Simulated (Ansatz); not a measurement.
CoW3: two-dimensional strain map

Method: Ansatz 0.2.0, DFT PBEsol, scalar-relativistic, plane waves, PAW. The runs took a 420 eV cutoff, a Γ-centred 12×12×12 mesh and Gaussian smearing (0.15 eV). Spin–orbit coupling is left out, which matters for the heavy elements here. No spin polarisation. A magnetic state may lie lower. Energies are free energies at this smearing, counted from the undisturbed cell; pressure is positive in compression.

Zero of the scan (relaxed at this level; it needn't be the usual structure):

```
Co W
1.0
     3.85824    0.00000    0.00000
     0.00000    3.85824    0.00000
     0.00000    0.00000    3.85824
Co W
1 3
Direct
  0.00000 0.00000 0.00000
  0.00000 0.50000 0.50000
  0.50000 0.00000 0.50000
  0.50000 0.50000 0.00000
```

The cell is strained by p along both x and y and by q along z, fractional coordinates fixed. Points are written (p, q).

Energy above the undisturbed cell in meV/atom (a dash: not computed):

```
 p \ q  -0.050  -0.025  0.000  0.025  0.050
-0.050   354.9   242.0  157.4   97.7   59.7
-0.025   150.9    81.7   36.7   13.2    8.5
 0.000    39.3     9.5    0.0    8.7   33.4
 0.025     3.5     9.3   31.8   69.3  120.2
 0.050    29.5    68.1  119.5  182.9  257.1
```

Pressure in GPa:

```
 p \ q  -0.050  -0.025  0.000  0.025  0.050
-0.050    63.3    50.0   38.2   27.8   18.8
-0.025    37.7    26.6   16.9    8.4    0.9
 0.000    17.2     8.0    0.0   -6.9  -13.0
 0.025     0.8    -6.7  -13.2  -18.9  -23.8
 0.050   -12.2   -18.3  -23.6  -28.2  -32.1
```